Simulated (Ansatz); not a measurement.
P2Pd:
```cif
data_P4Pd2
_chemical_formula_sum 'P4 Pd2'
_space_group_name_H-M_alt 'P 1'
_space_group_IT_number 1
_cell_length_a 4.52524
_cell_length_b 4.52524
_cell_length_c 5.88602
_cell_angle_alpha 66.410
_cell_angle_beta 113.590
_cell_angle_gamma 99.212
loop_
_space_group_symop_operation_xyz
  'x, y, z'
loop_
_atom_site_label
_atom_site_type_symbol
_atom_site_fract_x
_atom_site_fract_y
_atom_site_fract_z
_atom_site_occupancy
P1 P 0.31033 0.93784 0.33400 1
P2 P 0.68967 0.06216 0.66600 1
P3 P 0.93784 0.31033 0.16600 1
P4 P 0.06216 0.68967 0.83400 1
Pd1 Pd 0.00000 0.50000 0.50000 1
Pd2 Pd 0.50000 0.00000 0.00000 1
```

Relaxed with r²SCAN.

### Question
Tabulate the valence density and the electron localisation function along the shortest Pd–Pd contact (3.14 Å), the program Ansatz at the r²SCAN level (PAW).

### Answer


```tsv
distance from Pd (Å)	density (e/Å³)	ELF
0.31	12.19	0.38
0.47	9.13	0.50
0.63	5.17	0.55
0.79	2.20	0.50
0.94	0.89	0.39
1.10	0.43	0.27
1.26	0.24	0.20
1.41	0.17	0.14
1.57	0.14	0.11
1.73	0.17	0.14
1.89	0.24	0.20
2.04	0.43	0.27
2.20	0.89	0.39
2.36	2.20	0.50
2.51	5.17	0.55
2.67	9.13	0.50
2.83	12.19	0.38
```

The density is the valence pseudo-density with augmentation charge, so density and ELF within about 1 Å of a nucleus are not all-electron values.

Space group C2/c. The first step of the workflow began from a Materials Project structure, measured or hypothetical; the Crystallography Open Database copy checked does not list it. Its standing as an ambient phase is unchecked. Symmetry was held in the r²SCAN relaxation; its stability against distortions is not shown here. No spin polarisation was allowed.

Potentials: the later of the program's two PAW sets.
